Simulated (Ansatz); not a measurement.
Starting cell, HfO$_{2}$ (fluorite):

```
HfO2
1.0
    0.00000     2.52923     2.52923
    2.52923     0.00000     2.52923
    2.52923     2.52923     0.00000
Hf O
1 2
Direct
  0.00000   0.00000   0.00000
  0.25000   0.25000   0.25000
  0.75000   0.75000   0.75000
```

The atoms are displaced by Q × the pattern below (from a DFPT mode at Γ, largest move 1; Q in Å), at fixed cell. It is one choice among 3 degenerate patterns.

| atom | x | y | z |
|---|---|---|---|
| Hf1 | 0.000 | 0.000 | 0.179 |
| O2 | 0.000 | 0.000 | -1.000 |
| O3 | 0.000 | 0.000 | -1.000 |

Level of theory: r2SCAN (plane waves to 500 eV, PAW, scalar-relativistic; Ansatz, a quantum-chemistry and plane-wave program). k mesh 11×11×11 (Γ-centred), Fermi-Dirac smearing 0.05 eV. The energy includes the smearing's −TS. HfO2 is run without spin polarisation. HfO2 was relaxed with its symmetry unable to fall. Spin-orbit coupling is left out, though Hf is heavy. This is a high-temperature form of HfO2. ΔE is measured from the undisplaced structure.

```
Q (Å)    ΔE (meV/cell)
-------  -------------
-0.2800            414
-0.2333            269
-0.1867            161
-0.1400       withheld
-0.0933             36
-0.0467              9
0.0000               0
0.0467               9
0.0933              36
0.1400        withheld
0.1867             161
0.2333             269
0.2800             414
```

### Question
Fit an even polynomial form (powers 2, 4) to the given rows and predict ΔE at Q = 0.1400.

### Answer
Least squares on the 11 given rows: ΔE = (4108)·Q² + (15010)·Q⁴, in meV/cell with Q in Å; root-mean-square residual 0.6 meV/cell. At 0.1400 the fit gives 86 meV/cell; the calculation gives 85 meV/cell, so the interpolation is off by 1 (+1.2 %). The quadratic term alone would give 81 meV/cell.

(A displaced cell: forces are minus the slopes of the energy, force constants its curvatures, and phonons follow from these.)
